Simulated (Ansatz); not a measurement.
The relaxed structure here is a generated cell of Si2Ni: the first start was made by placing the elements on the sites of a structure type, and the end was not matched to a known phase here, so it may be hypothetical. Known forms of Si2Ni include space group No. 225.

One starting cell of Si2Ni (a generated cell, Si2Ni built in the AFLOW prototype AB2_oP6_58_a_g (C18, as in FeS2)) was relaxed twice with Ansatz (plane waves, PAW, scalar-relativistic): with r2SCAN at 500 eV and with PBE at 420 eV. The r2SCAN result:

```
CELL_PARAMETERS angstrom
      5.53305     0.00000     0.00000
      0.00000     5.60970     0.00000
      0.00000     0.00000     2.60592
ATOMIC_POSITIONS crystal
  Ni 0.50000 0.50000 0.50000
  Ni 0.00000 0.00000 0.00000
  Si 0.67804 0.87994 0.50000
  Si 0.17804 0.62006 0.00000
  Si 0.82196 0.37994 0.00000
  Si 0.32196 0.12006 0.50000
```

```json
[
 {"quantity": "space group", "r2SCAN": "Pnnm", "PBE": "Pnnm"},
 {"quantity": "volume (Å³/atom)", "r2SCAN": "13.48", "PBE": "…"},
 {"quantity": "a (Å)", "r2SCAN": "5.533", "PBE": "…"},
 {"quantity": "b (Å)", "r2SCAN": "5.610", "PBE": "…"},
 {"quantity": "c (Å)", "r2SCAN": "2.606", "PBE": "…"},
 {"quantity": "gap (eV, no spin-orbit coupling)", "r2SCAN": "0.00", "PBE": "…"}
]
```

What does PBE give for the same quantities?


- volume (Å³/atom), PBE: 13.71
- a (Å), PBE: 5.564
- b (Å), PBE: 5.622
- c (Å), PBE: 2.631
- gap (eV, no spin-orbit coupling), PBE: 0.00

Both levels end in the same structure; PBE's volume is 1.7 % larger. Neither column is exact.

No spin polarisation in the result. A magnetic state may lie lower.

The run could not lose the symmetry of its start; a randomly shaken copy of 12 atoms returns to this structure.

Ansatz is a quantum-chemistry and plane-wave program.
